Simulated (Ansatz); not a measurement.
These are results of DFT PBE, scalar-relativistic, plane waves, PAW in Ansatz, not measurements. All cells share a 420 eV cutoff and Γ-centred k meshes spaced at most about 0.3 Å⁻¹ (about 0.25 or finer for metals, 2π included). Collinear spin in cells that started with moments and kept them past the coarse steps, no spin elsewhere.

These are static total energies at zero pressure. All come from trial cells, and lower structures may exist.

Question: Order these relaxed structures of GaO3 by energy, lowest first, with the energy over the lowest of them.
A.

Space group P-6m2 (No. 187). a = 2.948 Å, b = 2.948 Å, c = 6.481 Å, α = 90.00°, β = 90.00°, γ = 120.00°
```
atom  site  symmetry       x       y       z
  Ga    1e      -6m2  0.6667  0.3333  0.0000
   O    1f      -6m2  0.6667  0.3333  0.5000
   O    2h       3m. 0.3333  0.6667  0.1693
```

B.

Space group Im-3m (No. 229). a = 4.161 Å, b = 4.161 Å, c = 4.161 Å, α = 90.00°, β = 90.00°, γ = 90.00°
```csv
atom,site,symmetry,x,y,z
Ga,2a,m-3m,0.0000,0.0000,0.0000
O,6b,4/mm.m,0.5000,0.0000,0.0000
```

C.

Space group Pm-3m (No. 221). a = 3.898 Å, b = 3.898 Å, c = 3.898 Å, α = 90.00°, β = 90.00°, γ = 90.00°
```csv
atom,site,symmetry,x,y,z
Ga,1a,m-3m,0.0000,0.0000,0.0000
O,3d,4/mm.m,0.5000,0.0000,0.0000
```

D.

Space group Fm-3m (No. 225). a = 5.254 Å, b = 5.254 Å, c = 5.254 Å, α = 90.00°, β = 90.00°, γ = 90.00°
| atom | site | symmetry | x | y | z |
| --- | --- | --- | --- | --- | --- |
| Ga | 4a | m-3m | 0.0000 | 0.0000 | 0.0000 |
| O | 8c | -43m | 0.2500 | 0.7500 | 0.7500 |
| O | 4b | m-3m | 0.5000 | 0.0000 | 0.0000 |

Answer: C (0 meV/atom), B (60 meV/atom), A (169 meV/atom), D (475 meV/atom). Forms: C ReO3 type, Pm-3m, moments up to 0.9 μB; B Im-3m, no spin; A P-6m2, moments up to 2.0 μB; D BiF3 (D0_3) type, Fm-3m, moments up to 1.6 μB. Counting O atoms around Ga (those within 1.25 times the shortest such distance or 1.15 times the sum of covalent radii, 1.27 where that leaves under three; a plus sign parts nearer from farther groups; the shortest distance is added where it exceeds 1.18 times the sum of covalent radii): C has Ga 6; B has Ga 6; A has Ga 6; D has Ga 8+6 from 2.3 Å.

No dispersion correction is applied, so the spacing and binding between layers, chains or molecules are poorly described (P-6m2), and this can change margins and order among such cells. In Im-3m an odd number of electrons in the primitive cell allows no gap without spin; a larger cell or a magnetic state could open one. The magnetic state reached may not be the lowest. Cells relaxed within their symmetry can be saddle points. Some types were kept out of the candidates beforehand, so the set may lack a known form.
